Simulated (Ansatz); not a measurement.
Ansatz (a first-principles code) input:

Ansatz 0.2 input:
```yaml
crystal:
  lattice:
    - [3.8189206832, 0.0, 0.0]
    - [0.0, 3.8189206832, 0.0]
    - [0.0, 0.0, 3.8189206832]
  atoms:
    - { symbol: Ca, position: [0.0, 0.0, 0.0] }
    - { symbol: Tl, position: [0.5, 0.5, 0.5] }
kpoints:
  mp_grid: { grid: [11, 11, 11] }
basis: { xc_grid: 2 }
hamiltonian:
  xc: pbesol
  pseudopotentials: { kind: paw }
scf:
  occupations: { method: gaussian, width: 0.1 }
checkpoint: { read: metal.run }
output: { bader: true, populations: true }
```

Output (shortened):

```
Pseudopotential: Ca, paw, valence charge 10
Pseudopotential: Tl, paw, valence charge 13
Functional definition: PBEsol
Crystal: 2 atoms, lattice volume = 55.696 Å³
Basis set: ecut = 420 eV, 1045 PW (Γ), exchange–correlation on 54×54×54 points (8 copies of the dense FFT grid, shifted against one another)
Bands: 20, of which v1, the nominal top of the filled ones, is band 12 counted from 1 (11 counted from 0)
Symmetry: 48 space group operations
Space group: Pm-3m (ITA 221), of the structure as read, at distance tolerance 3.8e-5 Å
k-points: 56 of 1331
Stability of the state it starts from, as read at its close in the unpolarized treatment …
iter 1 solved again at ethr=7.49e-7 eV; its pass at ethr=3.10e-3 eV (dr2=1.72e-4 eV) is discarded
SCF iter   1: F=—  HF=-13090.410859 eV  |F-HF|=—  |Δ(HF+E_count)|=         —  Δρ=3.74e-7  dr2=3.56e-11  ethr=7.49e-7  ⟨swp⟩=2.2  Hψ=9025  notcnv=0
preconditioner: auto → Kerker (q_TF=auto, 2.354 Å⁻¹)
SCF iter   2: F=—  HF=-13090.410859 eV  |F-HF|=—  |Δ(HF+E_count)|=   6.47e-9  Δρ=2.57e-7  dr2=6.24e-11  ethr=1.00e-12  ⟨swp⟩=6.1  Hψ=4861  notcnv=0
SCF iter   3: F=-13090.410859 eV  HF=-13090.410859 eV  |F-HF|=2.00e-11  |Δ(HF+E_count)|=  1.27e-11  Δρ=1.82e-7  dr2=3.37e-11  ethr=1.00e-12  ⟨swp⟩=1.0  Hψ=2467  notcnv=0
SCF 1 converged in 3 iterations: F = -13090.410859 eV  dr2 = 3.37e-11
SCF converged after 3 iterations
Free energy (F): -13090.410859 eV
Harris-Foulkes:  -13090.410859 eV  (|F-HF|=2.00e-11)
Internal energy: -13090.401859 eV  (E = F + TS)
E sigma→0 (E₀):  -13090.406359 eV
Entropy (-TS):   -0.009000 eV (-4.500 meV/atom)
Fermi energy:    9.368541 eV
--- Per-component energies (eV) ---
  E_band       = -130.515527
  E_kinetic    = 612.740766
  E_local      = -1595.522296  (includes V_loc(G=0)·N_el)
  E_nonlocal   = 383.020051
  E_hartree    = 561.091211
  E_xc         = -364.626492
  E_vxc        = -312.796678  (∫ρ·V_xc dr)
  E_paw        = -10855.244654  (= ΣΔE_a)
  E_vpaw       = -340.139689  (= ΣTr[D̂ρ^β])
  E_aug_tail   = 0.000028  (compensation charges beyond the density's cutoff)
  E_ewald      = -1832.017532
  E_core_change = 0.157059  (= ΣΔE_core)
  E_smearing   = -0.009000  (= −TS)
  E_closure    = 0.000000  (closes the sum)
  Σ components = -13090.410859   (vs F -13090.410859, Δ=0.00e0)
  [band-id]    e_kinetic+e_local+e_nonlocal+2·e_hartree+e_vxc+e_vpaw+e_augmentation_tail = -130.515396   (vs E_band -130.515527, Δ=1.31e-4)
--- Band table (eV; the first three rows and the last of 56) ---
  k-point 0: bands = ["-31.7704", "-12.8350", "-12.8350", "-12.8350", "-2.1297", "-2.1297", "-1.9159", "-1.9159", "-1.9159", "0.9354", "10.7594", "10.7594", "12.5295", "12.5295", "12.5295", "13.5814", "13.5814", "13.5814", "14.7362", "19.5110"]
  k-point 1: bands = ["-31.7698", "-12.8445", "-12.8344", "-12.8344", "-2.1275", "-2.1115", "-1.9209", "-1.9209", "-1.9149", "1.0238", "10.3860", "10.7756", "12.2677", "12.2877", "12.2877", "13.5769", "13.9097", "13.9097", "15.3692", "19.2793"]
  k-point 2: bands = ["-31.7683", "-12.8697", "-12.8328", "-12.8328", "-2.1217", "-2.0634", "-1.9342", "-1.9342", "-1.9120", "1.2843", "9.2992", "10.8205", "11.8903", "11.8903", "12.3479", "13.5649", "14.5747", "14.5747", "16.2382", "18.7470"]
  k-point 55: bands = ["-31.7500", "-12.9194", "-12.9194", "-12.9193", "-2.0646", "-2.0606", "-2.0606", "-1.7473", "-1.7473", "4.9964", "8.0594", "8.0594", "8.2707", "13.0841", "13.1829", "13.1829", "14.5659", "14.5659", "16.2919", "16.4218"]
--- Löwdin populations: 2 sites ---
  site symbol       q [e]
     0     Ca      8.3422
     1     Tl     14.3962
  spilling = 0.011373 (of n_electrons = 23.000000)
--- Bader charges: 2 sites ---
  site symbol  charge [e]  shift [e]
     0     Ca      1.2378     0.0000
     1     Tl     -1.2378     0.0000
  shift: an alarm, by how much a part of what the PAW files miss would move the charge. Where it is large, compare
  with a run on PAW files of another source; a small one proves nothing
  estimated error of the sums over rays = 1.4e-4 e
```

Cost: very roughly 14 core-seconds on shared cores.

The workflow started from an entry of the Crystallography Open Database (COD). Its standing as an ambient phase is unchecked. The cell was relaxed with PBEsol under the symmetry of its start; whether a distortion lowers the energy is not shown. Scalar-relativistic: spin–orbit coupling is off unless named, which matters more the heavier the elements.

Potentials: the later of the program's two PAW sets.

Ansatz is a plane-wave DFT program.
